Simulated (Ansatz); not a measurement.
# LaTl3: strain and displacement

```
CELL_PARAMETERS angstrom
4.79900 0.00000 0.00000
0.00000 4.79900 0.00000
0.00000 0.00000 4.79900
ATOMIC_POSITIONS crystal
La 0.00000 0.00000 0.00000
Tl 0.00000 0.50000 0.50000
Tl 0.50000 0.00000 0.50000
Tl 0.50000 0.50000 0.00000
```

Atoms are numbered in the order listed.

The cell is COD entry 1538104, as deposited and not checked against the literature; nothing was relaxed.

No spin–orbit coupling, which matters for the heavy atoms here.

Method: DFT, PBEsol, all-electron PAW with datasets made for the crystal, scalar-relativistic (Ansatz 0.2.0).

The runs use a Γ-centred 8×8×8 k mesh, Fermi–Dirac smearing of 0.05 eV, cutoff 260 eV (chosen by the program for this cell), no spin polarisation.

The unchanged cell is at -0.15 GPa.

In a metal, stresses and small energies carry noise from the k mesh.

x, y and z are the Cartesian axes of the cell as listed; fractional coordinates follow a strain, and an engineering shear is twice the off-diagonal strain component.

(1) One change gave: energy change under 1 meV/atom; stress change (xx, yy, zz, yz, xz, xy) 0.02, 0.02, 0.02, -0.33, -0.33, -0.33 GPa, compression positive. Which change was it?
A. equal xy, yz and zx engineering shear strains of +1 %
B. equal xy, yz and zx engineering shear strains of -1 %
C. equal xy, yz and zx engineering shear strains of +2 %
D. equal xy, yz and zx engineering shear strains of -2 %

## Answers

(1) A. For equal xy, yz and zx engineering shear strains of -2 %: energy change +3 meV/atom; stress change (xx, yy, zz, yz, xz, xy) 0.07, 0.07, 0.07, 0.63, 0.63, 0.63 GPa, compression positive. For equal xy, yz and zx engineering shear strains of -1 %: energy change under 1 meV/atom; stress change (xx, yy, zz, yz, xz, xy) 0.02, 0.02, 0.02, 0.32, 0.32, 0.32 GPa, compression positive. For equal xy, yz and zx engineering shear strains of +2 %: energy change +3 meV/atom; stress change (xx, yy, zz, yz, xz, xy) 0.08, 0.08, 0.08, -0.66, -0.66, -0.66 GPa, compression positive.
